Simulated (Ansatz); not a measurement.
ZnCu (CsCl type)

```
ZnCu
1.0
    2.96382     0.00000     0.00000
    0.00000     2.96382     0.00000
    0.00000     0.00000     2.96382
Zn Cu
1 1
Direct
  0.00000   0.00000   0.00000
  0.50000   0.50000   0.50000
```

The slice is a {110} plane (indices of the conventional cell) through the point (0.500, 0.500, 0.500) (fractional), spanned by u = [100] and v = [011] in vectors of this cell: u (2.96 Å) and v (4.19 Å, at 90° to u). It covers one period; positions are fractions (u, v).

Computed with PBE (plane waves to 420 eV, PAW, scalar-relativistic; Ansatz, a program for electronic structure). k mesh 16×16×16. These are valence fields of a PAW run, semicore shells included where kept as valence: close to a nucleus they are smooth pseudo fields. ZnCu is run without spin polarisation. ZnCu was relaxed with its symmetry unable to fall.

Problem. What is the ELF at the midpoint of the shortest Zn–Cu line in this plane (2.57 Å)?

Solution. 0.2.

Problem. What is the valence density on the shortest Zn–Cu line in this plane (2.57 Å), at its midpoint?

Solution. 0.26 e/Å³.

Problem. Sketch the electron localisation function (ELF) on this plane as a map.

Solution. 
```
|xxx854457754458xx|
|xxx654467764456xx|
|98654457887544568|
|55544568888654455|
|44445677777765444|
|44567665555667654|
|66776555555556776|
|88865554334555688|
|88755420000245578|
|8865530xxxx035568|
|875541xxxxxx14557|
|875541xxxxxx14557|
|875541xxxxxx14557|
|8865530xxxx035568|
|88755420000245578|
|88865554334555688|
|66776555555556776|
|44567665555667654|
|44445677777765444|
|55544568888654455|
|98654457887544568|
|xxx654467764456xx|
|xxx854457754458xx|
|xxx954357753459xx|
```
Scale: ten equal steps from 0.04 (start of '0') to 0.33 (end of '9'), in the order '0123456789'. Values: electron localisation function (ELF). The map has 17 points along u (one character each, u = 0 at the left) and 24 along v (v = 0 in the bottom row). Points within 0.5 Å of a nucleus are blanked (x), as the pseudised field means little there.
